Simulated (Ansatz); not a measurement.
# Computed properties of SiO2

SiO2:
```xyz
12
Lattice="4.9826 0.0000 0.0000 0.0000 4.9826 0.0000 0.0000 0.0000 6.9210" Properties=species:S:1:pos:R:3 pbc="T T T"
Si     3.4772     3.4772     3.4605
Si     3.9966     0.9859     5.1908
Si     1.5054     1.5054     0.0000
Si     0.9859     3.9966     1.7303
O      4.4414     3.7953     2.2069
O      3.6786     1.9501     3.9372
O      0.5412     1.1873     5.6674
O      1.3040     3.0325     0.4767
O      1.9501     3.6786     2.9839
O      1.1873     0.5412     1.2536
O      3.0325     1.3040     6.4444
O      3.7953     4.4414     4.7141
```

Space group P4_12_12 (No. 92); conventional cell a = b = 4.9826 Å, c = 6.9210 Å, α = β = γ = 90.00°.

Method: the program Ansatz at the r²SCAN level (PAW). Geometry: relaxed at this level of theory. Other levels are named where they apply.

Cell and energy:

```yaml
volume_per_atom: 14.32 Å³
density: 2.32 g/cm³
Formation energy from the elements (no fitted shifts): -2.98 eV/atom
```

Electronic structure:

```yaml
band_gap: 6.35 eV (direct)
valence_band_maximum: at Γ
conduction_band_minimum: at Γ
electron_effective_mass: 0.53 mₑ (isotropic)
hole_effective_mass: 1.7, 2.0, 2.0 mₑ (principal values)
HSE06 gap on the r²SCAN cell: 7.51 eV
```

Mechanics:

```yaml
Bulk modulus (Birch–Murnaghan fit): 15.0 GPa
Pressure derivative B′: 4.1
Elastic constants (relaxed ions, GPa): C11 = 58.1, C12 = 4.4, C13 = -8.9, C33 = 46.8, C44 = 75.1, C66 = 27.8
mechanical_stability: stable (all eigenvalues of C positive)
hill_bulk_and_shear_moduli: 14.8 and 42.5 GPa
Young's modulus: 65.1 GPa
Poisson's ratio: -0.23
debye_temperature_from_the_elastic_constants: 561 K
```

Dielectric response:

```yaml
Electronic dielectric constant ε∞ (DFPT): 2.21 (xx = yy), 2.19 (zz)
Static dielectric constant ε0 (ions relaxed, cell fixed): 4.00 (xx = yy), 3.79 (zz)
Born charges (a third of the trace): Si +3.34, O -1.67 e
```

Phonons:

```yaml
Highest zone-centre frequency (without LO–TO term): 35.96 THz
zone_centre_stability: no imaginary mode at Γ
dynamical_stability_on_the_path: stable (no imaginary branch)
zero_point_energy: 105.2 meV/atom
Vibrational entropy at 300 K: 14.4 J/(K·mol of atoms)
```

Charges:

```yaml
bader_charges: Si +3.37, O -1.68 e
```

The r²SCAN relaxation kept the symmetry of its start. The references are the lowest solids computed at this level, not always the standard phases (solids in place of the gases).

Potentials: the earlier of the program's two PAW sets. The files were generated under PBE; for other functionals the program regenerates the frozen cores, and for LDA and PBEsol the local potential too.
